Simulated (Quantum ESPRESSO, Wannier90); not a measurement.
# Wannierisation of SnI4 (P-43m)

```
begin unit_cell_cart
ang
    6.3636000000    0.0000000000    0.0000000000
    0.0000000000    6.3636000000    0.0000000000
    0.0000000000    0.0000000000    6.3636000000
end unit_cell_cart
begin atoms_frac
Sn   0.0000000000  0.0000000000  0.0000000000
I    0.2437800000 -0.2437800000 -0.2437800000
I   -0.2437800000 -0.2437800000  0.2437800000
I   -0.2437800000  0.2437800000 -0.2437800000
I    0.2437800000  0.2437800000  0.2437800000
end atoms_frac
```

Cell from Materials Project (mp-571436), symmetrised, no further relaxation. COD (Crystallography Open Database) has the formula in 2 space groups, this one among them (matched by group alone). Method: PBEsol plane waves in Quantum ESPRESSO 7.5 (PseudoDojo norm-conserving files, 58 Ry, no spin polarisation, no spin-orbit coupling), Bloch states on a 4×4×4 mesh through Γ, Wannier90 4.0.1. Density: 6×6×6 mesh, cold smearing 0.01 Ry. Spin-orbit coupling is left out although heavy elements are present.

A tight-binding model is made by disentanglement and projection with no localisation steps (num_iter = 0), so the 20 orbitals stay atom-like: hydrogen-like Sn: s;p; I: s;p, axes along x, y, z; frozen window up to 2.73 eV relative to the valence-band maximum. It follows pw.x to 0.8 meV rms for states up to 2.2 eV relative to the valence-band maximum. Matrix elements depend on this choice of orbitals and windows.

Problem. What are the on-site energies relative to the valence-band maximum, and how fast do the hoppings decay?

Solution. 
| atom | orbitals | energy (eV) |
|---|---|---|
| Sn1 | s | -4.56 |
| Sn1 | pz px py | 2.07 |
| I2 | s | -10.78 |
| I2 | pz px py | -0.60 |
| I3 | s | -10.78 |
| I3 | pz px py | -0.60 |
| I4 | s | -10.78 |
| I4 | pz px py | -0.60 |
| I5 | s | -10.78 |
| I5 | pz px py | -0.60 |

| distance of the centres (Å) | largest modulus (eV) |
|---|---|
| 2–3 | 1.2 |
| 4–5 | 0.19 |
| 5–6 | 0.025 |
| 6–7 | 0.051 |
| 7–8 | 0.013 |
| 8–9 | 0.025 |
| 9–10 | 0.016 |
| 10–11 | 0.0022 |
| 11–12 | 0.0054 |
